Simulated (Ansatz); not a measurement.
LaBPd3:
```
LaBPd3
1.0
    4.39116     0.00000     0.00000
    0.00000     4.39116     0.00000
    0.00000     0.00000     4.39116
B Pd La
1 3 1
Direct
  0.50000   0.50000   0.50000
  0.00000   0.50000   0.50000
  0.50000   0.00000   0.50000
  0.50000   0.50000   0.00000
  0.00000   0.00000   0.00000
```

Relaxed with r²SCAN. Special points in fractions of this cell's reciprocal vectors: Γ (0.000, 0.000, 0.000); X (0.000, 0.500, 0.000); M (0.500, 0.500, 0.000); R (0.500, 0.500, 0.500).

Question: List the band energies nearest the Fermi level at these points for DFT-r²SCAN in the program Ansatz with PAW potentials.

Answer: In eV from the Fermi level; about four levels below and three above (degenerate sets whole), none deeper than 8.9 eV; points with the same levels are listed once.

```
k                                below                     above
-  -----------------------------------  ------------------------
Γ  -1.83 -1.83 -1.83 -1.33 -1.33 -1.33  1.82 1.82 2.11 2.11 2.11
X        -2.93 -2.93 -2.71 -2.61 -1.83            0.23 0.23 1.56
M              -2.77 -1.30 -0.32 -0.32            1.93 1.93 2.23
R        -3.07 -3.07 -2.00 -2.00 -2.00            0.10 0.10 0.10
```

Space group Pm-3m (cubic perovskite). The workflow started from an entry of the Crystallography Open Database (COD). Whether it is the stable phase at ambient conditions was not checked. The r²SCAN relaxation kept the symmetry of its start; its stability against distortions is not shown here. The run is not spin-polarised. Spin–orbit coupling is left out wherever it is not named.

Potentials: the later of the program's two PAW sets.
